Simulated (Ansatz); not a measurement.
The elements of this relaxed trial crystal are hidden behind letters.

```
lattice vectors (Å)
   4.6167    0.0000    0.0000
   0.0000    4.6167    0.0000
   0.0000    0.0000   13.0296
fractional positions
X 0.5000 0.0000 0.6293
X 0.0000 0.5000 0.8873
X 0.5000 0.0000 0.1127
X 0.0000 0.5000 0.3707
Z 0.5000 0.5000 0.2418
Z 0.0000 0.0000 0.5000
Z 0.5000 0.5000 0.7582
Q 0.0000 0.0000 0.0000
```

These are results of DFT PBE, scalar-relativistic, plane waves, PAW (Ansatz 0.2.0), not measurements. Settings of the last relaxation (8-atom cell): 420 eV, 8×8×4 k points, Gaussian smearing of 0.10 eV, no spin polarisation.

| Quantity | Value |
| --- | --- |
| Space group | P-4m2 (No. 115) |
| Conventional cell | a = 4.617 Å, c = 13.030 Å |
| Volume per atom | 34.71 Å³ |
| Density | 5.38 g/cm³ |
| Formation energy | −0.14 eV/atom |
| Gap on the 8×8×4 mesh of the 8-atom cell | 0 eV (the bands meet within 0.015 eV) |

Energies are uncorrected and count from the elements' standard states at the same level.

Q: X is a p-block element of period 5, Z is a p-block element of period 5 and Q is a p-block element of period 4. Which elements are they?

A: X = In, Z = Sb, Q = As, so the formula is In4Sb3As. Density times volume gives a mean mass of 5.38 × 34.71/1.6605 = 112.5 u per atom, and this set has 112.4 u. In on its first site has 4 Sb at 2.85–2.86 Å; around Sb on a site of symmetry 2mm lie 4 In at 2.85–2.86 Å; around As lie 4 In at 2.74 Å; 2 more sites not described. Other sets within the hints have nearly the same mass, so mass alone doesn't settle it; this one was computed.

These runs have no spin–orbit coupling, which can matter for Sb. The zero gap may come from the functional, which often closes small gaps. A structure relaxed within its symmetry needn't be a true minimum.
